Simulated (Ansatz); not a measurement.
A plane-wave DFT run in Ansatz 0.2.0 (scalar-relativistic PAW potentials unless the input names others): input and command.

```yaml
crystal:
  lattice:
    - [-6.263807, 3.427078, 1.95563]
    - [6.355047, 3.502559, -1.813212]
    - [-2.452032, -3.602849, -6.644545]
  atoms:
    - { symbol: Al, position: [0.1000008224, 0.677281621, 0.8260538804] }
    - { symbol: Al, position: [0.1929559726, 0.3453062782, 0.6284557494] }
    - { symbol: Al, position: [0.2427545045, 0.7262509216, 0.5192546483] }
    - { symbol: Al, position: [0.6069945231, 0.2163955363, 0.7872963945] }
    - { symbol: Al, position: [0.674752903, 0.5837293521, 0.6952236611] }
    - { symbol: Al, position: [0.3020446266, 0.0815963656, 0.4255266858] }
    - { symbol: Al, position: [0.8086035712, 0.6292331263, 0.3758472911] }
    - { symbol: Al, position: [0.4356236453, 0.1407436547, 0.1077562729] }
    - { symbol: Al, position: [0.9093814587, 0.3232423497, 0.1733217892] }
    - { symbol: Al, position: [0.9464258114, 0.6753792168, 0.0902006509] }
    - { symbol: Ti, position: [0.5455166823, 0.8471339238, 0.8825153735] }
    - { symbol: Ti, position: [0.7209169704, 0.9343786145, 0.5880200378] }
    - { symbol: Ti, position: [0.3404141365, 0.4338947602, 0.3310758006] }
    - { symbol: Ti, position: [0.383797353, 0.7776591465, 0.2019713678] }
    - { symbol: Ti, position: [0.7742722868, 0.284667637, 0.4705187374] }
    - { symbol: Ti, position: [0.8588728881, 0.9728916805, 0.2795472155] }
    - { symbol: Ti, position: [0.4829974713, 0.4865245442, 0.9955614904] }
    - { symbol: V, position: [0.0432714882, 0.3353510635, 0.8981817104] }
    - { symbol: V, position: [0.1388691982, 0.9981308628, 0.7303990277] }
    - { symbol: V, position: [0.0007121174, 0.0241053488, 0.9876387273] }
kpoints:
  mp_grid: { grid: [6, 6, 5] }
hamiltonian:
  xc: lda
scf:
  occupations: { method: gaussian, width: 0.1 }
output:
  forces: true
  eigenvalues: true
  stress: true
```

```bash
ansatz run input.yaml --threads 4 --pin off --max-ram 9216MiB --backend cpu --events-out ev --progress --plain --runs-dir out
```

Abridged log:
```
Basis set: ecut = 420 eV, 6243 PW (Γ)
Bands: 97, of which v1, the nominal top of the filled ones, is band 77 counted from 1 (76 counted from 0)
Symmetry: 1 space group operations
k-points: 92 of 180 (time reversal used)
SCF iter   1: F=—  HF=-30866.509049 eV  |F-HF|=—  |Δ(HF+E_count)|=         —  Δρ=1.03e-2  dr2=7.37e-1  ethr=1.77e-3  ⟨swp⟩=6.0  Hψ=34127  notcnv=0
SCF iter   2: F=—  HF=-30866.476855 eV  |F-HF|=—  |Δ(HF+E_count)|=   3.22e-2  Δρ=4.69e-3  dr2=1.49e-1  ethr=4.81e-4  ⟨swp⟩=1.0  Hψ=10304  notcnv=0
SCF iter   3: F=—  HF=-30866.463617 eV  |F-HF|=—  |Δ(HF+E_count)|=   1.32e-2  Δρ=1.08e-3  dr2=6.72e-3  ethr=9.77e-5  ⟨swp⟩=2.0  Hψ=8748  notcnv=0
SCF iter   4: F=—  HF=-30866.462891 eV  |F-HF|=—  |Δ(HF+E_count)|=   7.26e-4  Δρ=3.53e-4  dr2=4.54e-4  ethr=4.39e-6  ⟨swp⟩=2.0  Hψ=10496  notcnv=0
SCF iter   5: F=—  HF=-30866.462817 eV  |F-HF|=—  |Δ(HF+E_count)|=   7.35e-5  Δρ=7.74e-5  dr2=2.49e-5  ethr=2.97e-7  ⟨swp⟩=2.2  Hψ=11162  notcnv=0
SCF iter   6: F=—  HF=-30866.462813 eV  |F-HF|=—  |Δ(HF+E_count)|=   4.30e-6  Δρ=2.22e-5  dr2=2.45e-6  ethr=1.63e-8  ⟨swp⟩=2.0  Hψ=12061  notcnv=0  defer=1
SCF iter   7: F=-30866.462813 eV  HF=-30866.462813 eV  |F-HF|=5.73e-8  |Δ(HF+E_count)|=   4.69e-7  Δρ=5.23e-6  dr2=8.67e-8  ethr=6.54e-11  ⟨swp⟩=9.4  Hψ=40482  notcnv=0
SCF 1 converged in 7 iterations: F = -30866.462813 eV  dr2 = 8.67e-8
SCF converged after 7 iterations
Free energy (F): -30866.462813 eV
Harris-Foulkes:  -30866.462813 eV  (|F-HF|=5.73e-8)
Internal energy: -30866.382496 eV  (E = F + TS)
E sigma→0 (E₀):  -30866.422654 eV
Entropy (-TS):   -0.080316 eV (-4.016 meV/atom)
Fermi energy:    10.861972 eV
--- Forces (eV/Å), atoms counted from 1 ---
  atom   1  Al    -0.03418890     0.02027325     0.00525683
  atom   2  Al    -0.01700072    -0.11567761    -0.04434723
  atom   3  Al    -0.05737714     0.03561859    -0.01676767
  atom   4  Al    -0.04538923    -0.02712357     0.02498001
  atom   5  Al     0.07925180     0.10021198    -0.07442115
  atom   6  Al     0.02066658     0.02310748     0.01526634
  atom   7  Al     0.07706106    -0.00221922    -0.06616442
  atom   8  Al     0.07092093    -0.03510016    -0.00623472
  atom   9  Al    -0.15892983     0.00916851     0.09448621
  atom  10  Al     0.06112783     0.01637607    -0.01669993
  atom  11  Ti    -0.13084166     0.05016040     0.04262660
  atom  12  Ti    -0.03523624     0.11206292    -0.06940107
  atom  13  Ti     0.07827642     0.03576093     0.04432156
  atom  14  Ti    -0.12548657     0.01613428     0.10053693
  atom  15  Ti    -0.07675944    -0.07037631     0.10110315
  atom  16  Ti     0.05759682    -0.04129010     0.04050967
  atom  17  Ti     0.17220084    -0.07658612    -0.03517025
  atom  18  V     -0.21450374    -0.07700222     0.03529781
  atom  19  V      0.08270879    -0.11567648    -0.24863276
  atom  20  V      0.19589809     0.14216239     0.07346460
--- Stress (GPa, compression-positive) ---
       -6.811518       0.064204       0.153539
        0.064203      -6.760894       0.077802
        0.153539       0.077802      -6.931667
  P = ⅓ Tr σ = -6.8347 GPa (-68.347 kbar)
```

Apart from outputs and empty bands, the input differs from a reference run on usual settings in hamiltonian.xc: "pbe" → "lda"; basis.ecutwfc: 420 → not typed. The reference, at the same geometry (not necessarily relaxed), gave pressure 0.03 GPa, largest force 0.024 eV/Å, no gap on the mesh. This run converged in 7 SCF iterations (reference: 8) with a total energy on another zero, pressure -6.83 GPa, largest force 0.286 eV/Å, no gap on the mesh.

Time: 45 s on 4 threads of Intel(R) Xeon(R) Platinum 8488C (Sapphire Rapids) (shared host), peak memory 2.3 GiB.